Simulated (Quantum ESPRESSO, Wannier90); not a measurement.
**PbS (Cmcm), plane waves to Wannier functions**

```
PbS
1.0
    4.15991     0.00000     0.00000
    0.00000     0.00000    -4.27932
   -2.07995     5.99130     0.00000
Pb S
2 2
Direct
  0.13056   0.25000   0.26112
  0.86944   0.75000   0.73888
  0.35480   0.25000   0.70960
  0.64520   0.75000   0.29040
```

Cell from Materials Project (mp-1018115), symmetrised, no further relaxation. Not found in the COD (Crystallography Open Database) copy used, which has the formula in other groups; not checked further. Level: PBEsol, spinors with spin-orbit coupling; pw.x of Quantum ESPRESSO at 45 Ry with PseudoDojo potentials, 6×6×6 k-points, Wannier90. Density: 8×8×8 mesh, Gaussian smearing 0.01 Ry.

The plane-wave run has 72 bands and 40 electrons a cell. On the energy scale of pw.x, whose zero is arbitrary, the valence-band maximum lies at 7.65 eV.

Isolated groups of bands, relative to the valence-band maximum (bands from 41 on overlap up to the last one computed):

```json
[
 {"bands": "1–8", "from (eV)": "-17.62", "to (eV)": "-17.59", "filling": "filled", "weight on atomic waves": "Pb 5d 100 %"},
 {"bands": "9–20", "from (eV)": "-15.15", "to (eV)": "-14.97", "filling": "filled", "weight on atomic waves": "Pb 5d 99 %"},
 {"bands": "21–24", "from (eV)": "-13.04", "to (eV)": "-11.22", "filling": "filled", "weight on atomic waves": "S 3s 75 %, Pb 6p 14 %, Pb 6s 7 %"},
 {"bands": "25–28", "from (eV)": "-8.37", "to (eV)": "-5.61", "filling": "filled", "weight on atomic waves": "Pb 6s 70 %, S 3p 18 %, S 3s 9 %"},
 {"bands": "29–40", "from (eV)": "-4.55", "to (eV)": "-0.01", "filling": "filled", "weight on atomic waves": "S 3p 70 %, Pb 6p 22 %, Pb 6s 6 %"}
]
```

Input w.win, without the blocks of cell, atoms and k-points (216 lines):

```
num_bands = 52
num_wann = 32
exclude_bands = 1-20
spinors = true
num_iter = 1000
conv_tol = 1.0e-6
conv_window = 4
dis_num_iter = 1000
dis_conv_tol = 1.0e-6
dis_froz_max = 14.29
write_hr = true
write_u_matrices = true
begin projections
f=0.12130,0.24871,0.25379: s;p
f=-0.11834,-0.25113,-0.26056: s;p
f=0.36052,0.25933,-0.28602: s;p
f=-0.35373,-0.25652,0.28412: s;p
end projections
mp_grid = 6 6 6
```

wannier90.x stops with:
```
dis_windows: More states in the frozen window than target WFs
```
At some k-point more bands lie below dis_froz_max than there are Wannier functions, and every frozen state has to fit into the subspace. Mended as below, all else unchanged, the run goes through (Ω_I = 44.9 Å²) and follows the plane-wave bands to 2.6 meV rms (states up to 1.7 eV relative to the valence-band maximum).
```
dis_froz_max = 9.88
```
